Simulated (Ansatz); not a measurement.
The elements of this relaxed trial crystal are hidden behind letters.

```
lattice vectors (Å)
  -3.9492    3.9492    3.0944
   3.9492   -3.9492    3.0944
   3.9492    3.9492   -3.0944
fractional positions
X 0.3617 0.8617 0.5000
X 0.8617 0.3617 0.5000
X 0.6766 0.6766 0.0000
Z 0.6755 0.3148 0.7647
Z 0.5501 0.9108 0.2353
Z 0.3148 0.5501 0.6393
Z 0.9108 0.6755 0.3607
Q 0.0909 0.0909 0.0000
```

The calculation used Ansatz, DFT PBE, scalar-relativistic, plane waves, PAW. The final run on the 8-atom cell used 420 eV, a Γ-centred 6×6×6 mesh, 0.02 eV smearing and no spin polarisation.

```
Space group                              : I4 (No. 79)
Conventional cell                        : a = 7.898 Å, c = 6.189 Å
Volume per atom                          : 24.13 Å³
Density                                  : 2.89 g/cm³
Energy over the elements                 : −0.889 eV/atom
Gap on the 6×6×6 mesh of the 8-atom cell : 1.85 eV
```

Energies are uncorrected and count from the elements' standard states at the same level.

**Question.** X is a p-block element of period 3, Z is a p-block element of period 3 and Q is a p-block element of period 5. Which elements are they?

**Answer.** X = Al, Z = S, Q = I, so the formula is Al3S4I. Density times volume gives a mean mass of 2.89 × 24.13/1.6605 = 42.0 u per atom, and this set has 42.0 u. Al on a site of symmetry 2 has 4 S at 2.27–2.28 Å; S is surrounded by 2 Al at 2.27–2.28 Å and 1 Al at 2.44 Å; I has 1 Al at 2.56 Å; 1 more site not described. Other sets within the hints have nearly the same mass, so mass alone doesn't settle it; this one was computed.

Spin–orbit coupling, which can matter for I, is left out. Kohn–Sham gaps at this level usually fall short of measured ones. The missing spin–orbit coupling can work the other way here. Symmetry constrained the relaxation, so the result can be a saddle point. Another cell of the same search, in P1, lies 53 meV/atom lower, so this cell isn't the stable form at this level.
